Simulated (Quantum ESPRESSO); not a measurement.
## Al3MgN3O (input and log of a self-consistent run)

A calculation, not a measurement. The program is pw.x of Quantum ESPRESSO 7.5 (plane-wave density functional theory). The cell is made up: 8 atoms on a rocksalt lattice, with randomly drawn elements, strain and displacements, not relaxed. PseudoDojo standard norm-conserving files (v0.5 for PBE, v0.4.1 for LDA and PBEsol) set the functional; there is no spin polarisation, spin-orbit coupling or dispersion term, and the masses in the input are unused placeholders.

Input:

```
&control calculation='scf', pseudo_dir='./dojo.nc.sr.pbe.v0_5.standard.upf', outdir='./o', disk_io='medium', tprnfor=.true., tstress=.true. /
&system ibrav=0, nat=8, ntyp=4, nbnd=26, ecutwfc=84.00895049, nosym=.true., tot_charge=0,
 occupations='smearing', smearing='fd', degauss=0.0018374661
/
&electrons conv_thr=7.350e-09, electron_maxstep=60, /
ATOMIC_SPECIES
Al 1.0 Al.upf
Mg 1.0 Mg.upf
N 1.0 N.upf
O 1.0 O.upf
CELL_PARAMETERS angstrom
4.1832 0.0359 -0.0311
0.0359 4.1302 0.0526
-0.0319 0.0539 3.9889
ATOMIC_POSITIONS angstrom
Al -0.0265 -0.0278 0.0292
Al -0.0339 2.0969 2.0118
Mg 2.0834 -0.0091 1.9413
Al 2.108 1.982 -0.0176
N 2.1837 -0.0658 -0.0364
N 2.1241 2.1883 1.9198
N 4.2039 0.1044 1.9652
O 4.1856 2.0919 0.0345
K_POINTS automatic
4 4 5 1 1 1
```

The log is shortened where brackets say so; the opening notice, blank lines, dates and the lines on written files are dropped, and the path of the files is cut. It prints rydbergs, bohrs and kilobars, and counts compression as positive stress. With no partly filled state, the Fermi energy that it prints is only some level between the filled and the empty states on the mesh, and need not lie in the true gap.

```
     Program PWSCF v.7.5
     Parallel version (MPI & OpenMP), running on       1 processor cores
     Number of MPI processes:                 1
     Threads/MPI process:                     1
     [start-up lines left out]
     bravais-lattice index     =            0
     lattice parameter (alat)  =       7.9056  a.u.
     unit-cell volume          =     464.9387 (a.u.)^3
     number of atoms/cell      =            8
     number of atomic types    =            4
     number of electrons       =        40.00
     number of Kohn-Sham states=           26
     kinetic-energy cutoff     =      84.0090  Ry
     charge density cutoff     =     336.0358  Ry
     scf convergence threshold =      7.3E-09
     mixing beta               =       0.7000
     number of iterations used =            8  plain     mixing
     Exchange-correlation= PBE
                           (   1   4   3   4   0   0   0)
     [axes and pseudopotential details left out]
   Cartesian axes
     site n.     atom                  positions (alat units)
         1        Al     tau(   1) = (  -0.0063345  -0.0066452   0.0069799  )
         2        Al     tau(   2) = (  -0.0081033   0.5012347   0.4808927  )
         3        Mg     tau(   3) = (   0.4980077  -0.0021752   0.4640407  )
         4        Al     tau(   4) = (   0.5038880   0.4737694  -0.0042070  )
         5        N      tau(   5) = (   0.5219830  -0.0157286  -0.0087009  )
         6        N      tau(   6) = (   0.5077364   0.5230826   0.4589014  )
         7        N      tau(   7) = (   1.0048836   0.0249554   0.4697536  )
         8        O      tau(   8) = (   1.0005092   0.5000395   0.0082467  )
     number of k points=    40  Fermi-Dirac smearing, width (Ry)=  0.0018
                       cart. coord. in units 2pi/alat
        k(    1) = (   0.1247168   0.1242012   0.1041969), wk =   0.0500000
        k(    2) = (   0.1262997   0.1215154   0.3140014), wk =   0.0500000
     [further k points left out]
     Dense  grid:    48313 G-vectors     FFT dimensions: (  48,  45,  45)
     Estimated max dynamical RAM per process >      58.36 MB
     Initial potential from superposition of free atoms
     starting charge      39.9918, renormalised to      40.0000
     Starting wfcs are   33 randomized atomic wfcs
     total cpu time spent up to now is        4.6 secs
     per-process dynamical memory:    45.4 Mb
     Self-consistent Calculation
     iteration #  1     ecut=    84.01 Ry     beta= 0.70
     Davidson diagonalization with overlap
     ethr =  1.00E-02,  avg # of iterations =  4.7
     total cpu time spent up to now is       15.4 secs
     total energy              =    -227.74748950 Ry
     estimated scf accuracy    <       1.96600585 Ry
     iteration #  2     ecut=    84.01 Ry     beta= 0.70
     Davidson diagonalization with overlap
     ethr =  4.92E-03,  avg # of iterations =  2.6
     total cpu time spent up to now is       25.3 secs
     total energy              =    -228.33261834 Ry
     estimated scf accuracy    <       1.45087412 Ry
     iteration #  3     ecut=    84.01 Ry     beta= 0.70
     Davidson diagonalization with overlap
     ethr =  3.63E-03,  avg # of iterations =  2.0
     total cpu time spent up to now is       33.7 secs
     total energy              =    -228.57863629 Ry
     estimated scf accuracy    <       0.03586794 Ry
     iteration #  4     ecut=    84.01 Ry     beta= 0.70
     Davidson diagonalization with overlap
     ethr =  8.97E-05,  avg # of iterations =  6.9
     total cpu time spent up to now is       46.9 secs
     total energy              =    -228.59231617 Ry
     estimated scf accuracy    <       0.00464273 Ry
     iteration #  5     ecut=    84.01 Ry     beta= 0.70
     Davidson diagonalization with overlap
     c_bands:  1 eigenvalues not converged
     ethr =  1.16E-05,  avg # of iterations =  6.2
     total cpu time spent up to now is       59.4 secs
     total energy              =    -228.59313323 Ry
     estimated scf accuracy    <       0.00196263 Ry
     iteration #  6     ecut=    84.01 Ry     beta= 0.70
     Davidson diagonalization with overlap
     ethr =  4.91E-06,  avg # of iterations =  2.0
     total cpu time spent up to now is       66.3 secs
     total energy              =    -228.59296032 Ry
     estimated scf accuracy    <       0.00058559 Ry
     iteration #  7     ecut=    84.01 Ry     beta= 0.70
     Davidson diagonalization with overlap
     ethr =  1.46E-06,  avg # of iterations =  4.0
     total cpu time spent up to now is       74.5 secs
     total energy              =    -228.59306955 Ry
     estimated scf accuracy    <       0.00000731 Ry
     iteration #  8     ecut=    84.01 Ry     beta= 0.70
     Davidson diagonalization with overlap
     ethr =  1.83E-08,  avg # of iterations =  4.0
     total cpu time spent up to now is       86.7 secs
     total energy              =    -228.59307539 Ry
     estimated scf accuracy    <       0.00000824 Ry
     iteration #  9     ecut=    84.01 Ry     beta= 0.70
     Davidson diagonalization with overlap
     ethr =  1.83E-08,  avg # of iterations =  2.0
     total cpu time spent up to now is       94.4 secs
     total energy              =    -228.59307581 Ry
     estimated scf accuracy    <       0.00000088 Ry
     iteration # 10     ecut=    84.01 Ry     beta= 0.70
     Davidson diagonalization with overlap
     ethr =  2.20E-09,  avg # of iterations =  2.2
     total cpu time spent up to now is      102.1 secs
     End of self-consistent calculation
          k = 0.1247 0.1242 0.1042 (  6040 PWs)   bands (ev):
   -61.2055 -28.0805 -28.0686 -28.0380 -10.0850  -4.2562  -2.1930  -1.7459
     3.0462   3.1414   3.3226   6.2886   7.1869   7.4142   7.6203   7.9812
     8.6761   9.8652  10.8801  11.1998  14.5214  15.2526  15.5700  16.9595
    17.2678  17.5729
     [levels at the other k points left out]
     the Fermi energy is    13.1073 ev
!    total energy              =    -228.59307603 Ry
     estimated scf accuracy    <          7.3E-09 Ry
     smearing contrib. (-TS)   =       0.00000000 Ry
     internal energy E=F+TS    =    -228.59307603 Ry
     The total energy is F=E-TS. E is the sum of the following terms:
     one-electron contribution =     -87.01395961 Ry
     hartree contribution      =      66.80749763 Ry
     xc contribution           =     -50.19491356 Ry
     ewald contribution        =    -158.19170048 Ry
     convergence has been achieved in  10 iterations
     Forces acting on atoms (cartesian axes, Ry/au):
     atom    1 type  1   force =     0.01135015   -0.00170765   -0.01880173
     atom    2 type  1   force =     0.01112001   -0.00252341    0.00327557
     atom    3 type  2   force =     0.00362129    0.05455940    0.01883751
     atom    4 type  1   force =     0.00412531    0.02131076   -0.01135992
     atom    5 type  3   force =    -0.03183402    0.04269951   -0.01696579
     atom    6 type  3   force =    -0.01116659   -0.09978154    0.04663366
     atom    7 type  3   force =    -0.00630131   -0.00976613    0.00926795
     atom    8 type  4   force =     0.01908516   -0.00479095   -0.03088726
     Total force =     0.146674     Total SCF correction =     0.000095
     Computing stress (Cartesian axis) and pressure
          total   stress  (Ry/bohr**3)                   (kbar)     P=       69.51
   0.00011077  -0.00027355   0.00022140           16.29      -40.24       32.57
  -0.00027355   0.00034997  -0.00047354          -40.24       51.48      -69.66
   0.00022140  -0.00047354   0.00095675           32.57      -69.66      140.74
     init_run     :      4.16s CPU      4.46s WALL (       1 calls)
     electrons    :     87.89s CPU     97.43s WALL (       1 calls)
     forces       :      1.65s CPU      1.67s WALL (       1 calls)
     stress       :      5.89s CPU      5.92s WALL (       1 calls)
     [timing details left out]
     PWSCF        :   1m39.79s CPU   1m49.81s WALL
     JOB DONE.
```

In other units: free energy -3110.167 eV for the cell, pressure 6.95 GPa, largest force component 2.565 eV/Å. A rerun of the same cell at another strain at 1437 eV and a 6 x 6 x 7 mesh moved values by no more than 0.003 eV in energy, 0.02 GPa in stress and 0.004 eV/Å in force.